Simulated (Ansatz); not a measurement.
BN in space group P4_2/mmc (No. 131; B on 2c, N on 2e), PBE in the plane-wave PAW code Ansatz, all energies at zero smearing, with the estimated change up to a 700 eV cutoff added, with one set of potentials and settings (totals compare only within such a set). Cell of 4 atoms (2 B, 2 N): -1077.460 eV.

```tsv
element	reference phase	E (eV/atom)
B	R-3m, 12 atoms in the cell	-155.9161
N	Pa-3, 8 atoms in the cell	-384.0325
```

Formation energy per atom, worked out: (-1077.460 − 2×(-155.9161) − 2×(-384.0325))/4 = 0.609 eV/atom (59 kJ per mol of atoms), at 0 K, without zero-point energy or fitted corrections.

A made-up cell: these elements were put on the sites of a structure type; neither database checked (COD, Materials Project) lists it. It is not the phase usual at ambient conditions (space group No. 186, 194, 216). The cell was relaxed with PBE under the symmetry of its start; its stability against distortions is not shown here. The references are the lowest solids computed at this level, not always the standard phases (solids in place of the gases).

Potentials: the later of the program's two PAW sets.
